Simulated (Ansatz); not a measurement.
Born–Oppenheimer molecular dynamics of a 18-atom Zr4Al3N3O8 cell at 13.13 Å³/atom, computed with Ansatz: Langevin thermostat at 3800 K, 250 steps of 2.0 fs, friction 0.03 1/fs. The run is short and the cell small, so it isn't an equilibrium average.

```yaml
crystal:
  lattice:
    - [6.066081, -0.097633, -0.081412]
    - [-0.097633, 6.097538, 0.196432]
    - [-0.081412, 0.196432, 6.396164]
  atoms:
    - { symbol: Al, position: [0.7801432771, 0.7825000908, 0.335841811] }
    - { symbol: Al, position: [0.0561451389, 0.4147564592, 0.4985385569] }
    - { symbol: Al, position: [0.5847306298, 0.3425533278, 0.5501530028] }
    - { symbol: "N", position: [0.9276363402, 0.0101078506, 0.035701117] }
    - { symbol: "N", position: [0.6141445581, 0.8247272325, 0.0771370009] }
    - { symbol: "N", position: [0.4118783355, 0.9832878738, 0.5523411139] }
    - { symbol: Zr, position: [0.9384999211, 0.3837878807, 0.0726947536] }
    - { symbol: Zr, position: [0.7626593362, 0.9728420275, 0.7585233553] }
    - { symbol: Zr, position: [0.3175313314, 0.7639436673, 0.8578742141] }
    - { symbol: Zr, position: [0.3897706901, 0.1078521853, 0.1700280339] }
    - { symbol: O, position: [0.6912197551, 0.4185444484, 0.3441951249] }
    - { symbol: O, position: [0.003201716, 0.2567542686, 0.7930874384] }
    - { symbol: O, position: [0.0707973222, 0.6573928661, 0.2534551367] }
    - { symbol: O, position: [0.203794964, 0.2519860905, 0.3179391328] }
    - { symbol: O, position: [0.4327212302, 0.4105791631, 0.9021826777] }
    - { symbol: O, position: [0.8699302682, 0.0678963147, 0.4672710242] }
    - { symbol: O, position: [0.9545663066, 0.6220127707, 0.7693685684] }
    - { symbol: O, position: [0.5801014474, 0.7127046688, 0.6673277115] }
  symmetry: { detect: false }
basis:
  ecutwfc: 420
  xc_grid: 1
kpoints:
  mp_grid: { grid: [1, 1, 1], shift: [0.0, 0.0, 0.0] }
hamiltonian:
  xc: pbe
scf:
  occupations: { method: fermi_dirac, width: 0.3275 }
  lower_state_search: "off"
  convergence: { dr2_threshold: 1.0e-05 }
output:
  forces: true
  stress: true
md:
  timestep: 2.0
  n_steps: 250
  ensemble: nvt_langevin
  friction: 0.03
  temperature: 3800.0
  initial_velocities: maxwell_boltzmann
  seed: 7405
```

```bash
ansatz run input.yaml --threads 2 --pin off --max-ram 5120MiB --backend cpu --events-out ev --progress --plain --runs-dir out
```

The calculation used Ansatz 0.2.0, DFT PBE, scalar-relativistic, plane waves, PAW.

6 frames, positions in Å (not wrapped into the cell) and forces in eV/Å:

```xyz
18
Lattice="6.066 -0.098 -0.081 -0.098 6.098 0.196 -0.081 0.196 6.396" Properties=species:S:1:pos:R:3:forces:R:3 pbc="T T T" time_fs=0.0 temperature_K=3589 free_energy_over_first_frame_eV=0.000
Al    4.629    4.761    2.238    1.090    1.500   -1.540
Al    0.260    2.621    3.266   -0.270   -0.270    2.240
Al    3.469    2.140    3.539   -4.950   -1.800    8.570
N     5.623   -0.022    0.155    1.180    1.450    1.050
N     3.639    4.984    0.605   -1.910    0.900    0.970
N     2.358    6.064    3.692    0.320    1.140    0.680
Zr    5.650    2.263    0.464   -0.570   -0.130   -2.520
Zr    4.470    6.006    4.981    2.580   -0.320    1.220
Zr    1.782    4.796    5.611    0.490   -2.910   -0.910
Zr    2.340    0.653    1.077    3.270   -1.480   -2.470
O     4.124    2.552    2.227    4.000    3.570   -7.230
O    -0.070    1.721    5.123    0.260   -0.470   -2.210
O     0.345    4.051    1.745   -1.610   -1.860    1.860
O     1.186    1.579    2.066   -3.920    3.990    2.240
O     2.511    2.638    5.816   -0.440   -0.570    0.710
O     5.232    0.421    2.931   -0.690   -1.960   -0.550
O     5.667    3.851    4.965    1.720    1.910    0.360
O     3.395    4.420    4.361   -0.570   -2.680   -2.460
18
Lattice="6.066 -0.098 -0.081 -0.098 6.098 0.196 -0.081 0.196 6.396" Properties=species:S:1:pos:R:3:forces:R:3 pbc="T T T" time_fs=100.0 temperature_K=5001 free_energy_over_first_frame_eV=-5.350
Al    4.958    4.879    0.743   -0.950   -0.660    2.800
Al    0.304    2.616    3.117   -2.920   -1.710   -2.470
Al    2.550    2.806    4.100    6.630   -9.580    0.620
N     6.436    0.052    0.187    0.700    0.490   -1.360
N     3.151    4.874    0.091   -1.520    1.430   -1.160
N     2.500    6.932    3.213   -0.980    2.930    2.230
Zr    5.286    2.020   -0.210    3.620    1.040   -0.290
Zr    3.768    5.944    4.430    1.660   -0.930   -2.170
Zr    1.255    4.534    5.613   -0.050    4.190    2.580
Zr    2.650    0.659    1.086   -1.840   -0.250   -0.740
O     4.999    2.514    1.646   -3.060   -0.530    2.410
O    -0.850    1.299    4.386    1.870    1.040   -1.410
O     0.425    4.010    0.839   -0.910   -1.140    0.070
O     0.983    1.845    1.306    1.570    0.040    0.250
O     3.261    2.214    5.609   -2.510   -1.450    1.290
O     4.362   -0.988    2.351   -0.060    1.070   -1.000
O     4.690    4.141    4.954    2.560   -1.040    0.810
O     1.810    4.077    3.666   -3.810    5.050   -2.460
18
Lattice="6.066 -0.098 -0.081 -0.098 6.098 0.196 -0.081 0.196 6.396" Properties=species:S:1:pos:R:3:forces:R:3 pbc="T T T" time_fs=200.0 temperature_K=2878 free_energy_over_first_frame_eV=-5.219
Al    5.019    5.111    0.705   -1.730    4.420    0.810
Al    0.552    3.370    2.513   -1.600   -0.720    1.320
Al    2.692    1.896    4.125    1.200    1.210   -0.460
N     6.768    0.097    0.789   -0.520   -4.010   -2.150
N     3.292    5.190   -0.142    2.950    0.000   -1.010
N     2.157    6.251    3.892    2.670    1.930    0.080
Zr    4.951    2.149   -0.087   -1.720   -5.720   -4.320
Zr    3.967    5.400    3.997    0.120    0.230    1.060
Zr    1.454    5.110    6.124   -4.890   -2.850   -5.160
Zr    2.688    0.764    1.092   -0.020    1.350    4.130
O     4.703    1.777    1.868   -2.330   -1.610   -1.210
O    -0.868    0.798    5.249    0.240   -2.720   -0.920
O    -0.288    3.695    0.677    5.160    4.780    2.110
O     1.397    2.039    1.884    1.430    2.640    2.010
O     2.684    2.315    5.839    0.320   -0.320    1.220
O     3.762   -1.157    1.807    1.960    0.620    2.150
O     4.663    2.867    4.225   -2.720    2.280   -0.090
O     1.084    4.255    3.902   -0.480   -1.530    0.440
18
Lattice="6.066 -0.098 -0.081 -0.098 6.098 0.196 -0.081 0.196 6.396" Properties=species:S:1:pos:R:3:forces:R:3 pbc="T T T" time_fs=300.0 temperature_K=2197 free_energy_over_first_frame_eV=-6.589
Al    5.074    5.579    1.553   -0.710    0.220   -2.260
Al   -0.193    3.388    2.250    6.010   -3.320    4.510
Al    1.611    2.193    4.868   -2.880    5.300   -6.600
N     7.200   -1.040    1.037   -3.330    1.890   -1.110
N     3.719    5.885   -0.153    0.100    0.740    2.210
N     1.747    6.949    3.965    2.400   -3.550   -0.090
Zr    4.700    1.905   -0.565   -1.870    0.430    0.760
Zr    3.863    5.373    4.309    0.040    2.150    1.010
Zr    0.830    5.821    5.293   -0.940   -2.700    0.830
Zr    2.478    0.618    1.624   -1.310    1.940   -0.390
O     4.723    1.155    1.937   -0.500   -1.080   -1.170
O    -0.673    0.797    4.511    1.910   -0.350    0.670
O    -1.139    3.473    0.969   -1.790    1.140   -3.260
O     1.530    2.542    2.284   -0.840   -0.650   -0.990
O     2.329    2.042    6.236    2.500   -0.030    4.690
O     3.246   -1.119    2.367    1.110    0.100   -0.920
O     3.891    3.584    4.709   -1.320   -2.940    0.760
O     0.141    3.185    4.256    1.420    0.710    1.370
18
Lattice="6.066 -0.098 -0.081 -0.098 6.098 0.196 -0.081 0.196 6.396" Properties=species:S:1:pos:R:3:forces:R:3 pbc="T T T" time_fs=400.0 temperature_K=3248 free_energy_over_first_frame_eV=-10.888
Al    4.958    4.486    1.033   -2.150    2.600    1.670
Al    1.335    3.888    2.114    2.010   -3.030    0.070
Al    1.136    2.397    4.629    2.830   -0.780   -0.530
N     6.932   -0.944    1.090   -1.950    4.200   -1.260
N     3.414    5.756   -0.163    0.800   -1.380    0.020
N     2.278    6.180    3.902   -1.670   -2.310    7.340
Zr    4.492    1.700   -0.339    1.840   -2.920    1.370
Zr    3.854    4.995    4.494    0.740    1.280    1.120
Zr    0.888    5.581    5.374    1.680    4.550    4.260
Zr    2.389    0.550    2.015    0.490    2.540   -8.450
O     4.138    1.519    1.583   -0.440   -1.020    0.090
O    -0.846    0.640    4.353    0.690   -1.840   -0.420
O    -0.203    3.242    0.640   -0.980   -1.750   -0.490
O     1.693    2.433    2.917   -0.480   -0.580    0.270
O     0.819    1.412    5.919   -0.790   -0.490    0.900
O     3.548   -1.445    2.142    1.080   -0.690    0.290
O     2.851    2.924    5.917   -0.720    2.430   -2.940
O     0.506    3.933    4.627   -2.980   -0.800   -3.330
18
Lattice="6.066 -0.098 -0.081 -0.098 6.098 0.196 -0.081 0.196 6.396" Properties=species:S:1:pos:R:3:forces:R:3 pbc="T T T" time_fs=500.0 temperature_K=3559 free_energy_over_first_frame_eV=-11.724
Al    4.586    4.633    1.206    0.450    0.970   -0.200
Al    1.270    3.924    1.309    1.350   -4.020   -0.610
Al    1.447    3.335    4.077   -1.950   -1.130    0.860
N     6.967   -0.660    1.033   -0.260    3.640    0.310
N     4.164    5.939   -0.020    0.550   -0.230    0.030
N     2.245    6.251    4.292    0.490    0.440   -2.130
Zr    4.891    1.876   -0.347   -3.630   -2.720   -1.320
Zr    3.775    5.052    4.526    3.210   -0.120    2.580
Zr    0.788    6.126    5.543   -1.590    0.200   -1.210
Zr    2.327    0.628    2.060    1.840    0.560    0.580
O     4.160    1.461    1.572   -0.040    0.220   -0.760
O    -0.641    0.557    4.284   -2.320    0.270    0.030
O    -0.347    3.522    0.511    1.670    0.920    2.460
O     1.912    2.681    2.410   -1.520    0.720    0.550
O     0.989    2.031    5.184   -0.700    0.510    2.000
O     3.545   -1.186    2.378    0.890   -0.760   -2.480
O     2.978    3.464    6.105    0.980    1.100   -1.470
O    -0.059    4.306    4.047    0.570   -0.580    0.780
```

Over the second half the temperature averages 3471 K and the pressure (kinetic part included, positive in compression) 7.7 GPa. Mean square displacements at the end: Al 4.23 Å², N 3.08 Å², O 3.34 Å², Zr 1.33 Å² (from the start of this run, the atoms' common shift taken off).

One k point is coarse for so small a cell, so forces and above all the pressure are rough.

It took 4.1 min on 2 threads of Arm Neoverse V1, with other jobs on the host, peak memory 0.41 GiB.